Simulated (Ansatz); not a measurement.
## Ansatz 0.2.0, relaxation: MnNiO4

Launch command:

```bash
ansatz run input.yaml --threads 2 --pin off --max-ram 4096MiB --backend cpu --events-out ev --progress --plain --runs-dir out
```

input.yaml:

```yaml
crystal:
  lattice:
    - [0.0, 3.69447512, 0.0]
    - [6.02911744, -1.84723756, 0.0]
    - [1.94596222, 0.0, -6.13444503]
  atoms:
    - { symbol: Mn, position: [0.1947, 0.3894, 0.2012] }
    - { symbol: Mn, position: [0.8053, 0.6106, 0.7988] }
    - { symbol: Ni, position: [0.1023, 0.2046, 0.7709] }
    - { symbol: Ni, position: [0.8977, 0.7954, 0.2291] }
    - { symbol: O, position: [0.262, 0.524, 0.854] }
    - { symbol: O, position: [0.738, 0.476, 0.146] }
    - { symbol: O, position: [0.362, 0.724, 0.201] }
    - { symbol: O, position: [0.638, 0.276, 0.799] }
    - { symbol: O, position: [0.058, 0.116, 0.131] }
    - { symbol: O, position: [0.942, 0.884, 0.869] }
    - { symbol: O, position: [0.135, 0.27, 0.489] }
    - { symbol: O, position: [0.865, 0.73, 0.511] }
  symmetry: { detect: false, time_reversal: true }
kpoints:
  mp_grid: { grid: [5, 5, 3], shift: [0, 0, 0] }
magnetization:
  spin_polarized: true
scf:
  occupations: { method: fermi_dirac, width: 0.0364 }
  lower_state_search: "off"
hamiltonian:
  pseudopotentials: { kind: paw }
  xc: pbe
  hubbard:
    projectors: all-electron-ortho-atomic
    sites:
      - { species: Mn, l: d, u_eff: 5.59 }
      - { species: Ni, l: d, u_eff: 1.97 }
basis:
  ecutwfc: 420
  fft_grid_basis: typed
relax:
  max_steps: 60
  cell: { p_target: 0.0 }
output:
  forces: true
  stress: true
  eigenvalues: true
  bader: false
  populations: true
  elf: true
  write_potential: true
  volumetric_format: npy
  dos:
    e_range: [-12, 8]
    de: 0.05
    projected: { site_lists: { Mn: [Mn], Ni: [Ni], O: [O] } }
  write_density: true
checkpoint:
  read: saved_state
```

Origin of the cell: a known structure type with other elements, at an estimated volume, so it need not be a known compound.

The saved state is a converged single point of the same cell. Its moments changed on the way.

The program first moved the atoms by about 0.01 Å at random, to leave a saddle point that the symmetry would hold.

Steps («new basis» is an SCF on plane waves selected anew at the same cell):

| step | ΔF (meV/atom) | max force component (eV/Å) | P (GPa) | volume (Å³) | SCF iterations | step was |
| --- | --- | --- | --- | --- | --- | --- |
| 1 | 0.0 | 2.576 | 2.66 | 136.64 | 26 | accepted |
| 2 | -29.6 | 2.103 | 1.58 | 136.76 | 24 | accepted |
| 3 | -101.2 | 0.709 | 0.45 | 138.05 | 26 | accepted |
| 4 | -103.2 | 0.820 | -0.77 | 139.75 | 25 | accepted |
| 5 | -115.1 | 0.225 | -0.26 | 138.59 | 21 | accepted |
| 6 | -113.4 | 0.464 | 0.04 | 138.73 | 22 | rejected |
| 7 | -116.9 | 0.166 | 0.74 | 137.69 | 36 | accepted |
| 8 | -117.4 | 0.048 | 0.22 | 137.88 | 19 | accepted |
| 9 | -117.3 | 0.054 | -0.13 | 138.37 | 19 | accepted |
| 10 | -117.2 | 0.057 | -0.34 | 138.58 | 18 | rejected |
| 11 | -117.5 | 0.016 | -0.03 | 138.20 | 27 | accepted |
| 12 | -117.5 | 0.006 | 0.02 | 138.14 | 15 | accepted |
| 13 | -119.8 | 0.006 | 0.33 | 138.14 | 21 | new basis |
| 14 | -119.8 | 0.046 | -0.12 | 138.72 | 14 | accepted |
| 15 | -119.9 | 0.022 | 0.00 | 138.60 | 18 | accepted |
| 16 | -119.8 | 0.053 | 0.00 | 138.67 | 21 | rejected |
| 17 | -119.9 | 0.005 | -0.01 | 138.64 | 26 | accepted |
| 18 | -120.2 | 0.005 | 0.00 | 138.64 | 14 | new basis |
| 19 | -120.2 | 0.007 | 0.04 | 138.62 | 16 | accepted |
| 20 | -120.2 | 0.001 | 0.00 | 138.66 | 13 | accepted |
| 21 | -120.2 | 0.001 | 0.00 | 138.66 | 14 | new basis |

The starting structure.

Space group C2/m (No. 12); the run's cell has a = 3.694 Å, b = 6.306 Å, c = 6.436 Å, α = 73.20°, β = 90.00°, γ = 107.03°. Shortest distances: Ni–O 1.74 Å, Mn–O 1.77 Å, O–O 2.47 Å, Mn–Ni 3.11 Å, Mn–Mn 3.13 Å, Ni–Ni 3.22 Å.

The relaxed structure.

Space group P-1 (No. 2); the run's cell has a = 3.892 Å, b = 6.274 Å, c = 6.161 Å, α = 74.45°, β = 90.36°, γ = 106.37°. Shortest distances: Ni–O 1.82 Å, Mn–O 1.86 Å, O–O 2.36 Å, Ni–Ni 2.83 Å, Mn–Ni 2.98 Å, Mn–Mn 3.22 Å.

```xyz
12
Lattice="0.0556 3.8918 0.0297 5.9921 -1.8552 0.1023 1.8238 -0.0201 -5.8848" Properties=species:S:1:pos:R:3 pbc="T T T"
Mn    2.8411    0.0570   -1.2159
Mn    5.0293    1.9648   -4.5343
Ni    2.7046   -0.0018   -4.7763
Ni    5.1658    2.0236   -0.9738
O     4.6232    0.0199   -4.9172
O     3.2472    2.0019   -0.8330
O     4.7833    0.0109   -1.2567
O     3.0870    2.0109   -4.4934
O     0.9495   -0.0659   -0.7297
O     6.9209    2.0877   -5.0204
O     2.4049    0.3158   -3.0069
O     5.4655    1.7060   -2.7433
```

| Item | Value |
| --- | --- |
| Free energy lowered by | 120.2 meV/atom |
| Volume change | 1.48 % |
| Final pressure | 0.00 GPa |
| Relaxation steps listed | 21 |
| Site moments at the end (small spheres, which read low) | Mn1 +3.3, Mn2 +3.3, Ni3 +0.4, Ni4 +0.4, O7 -0.3, O8 -0.3, O11 -0.6, O12 -0.6 μB |
| Total moment | 6.00 μB |

Caveats: the k mesh is coarse if the cell is a metal; the magnetic state was chosen at the start cell and may not be the lowest after relaxing; the program displaced the start to leave a saddle point.

It ran for 4600 s of wall time on 2 CPU thread(s) of a shared host, from a saved density.
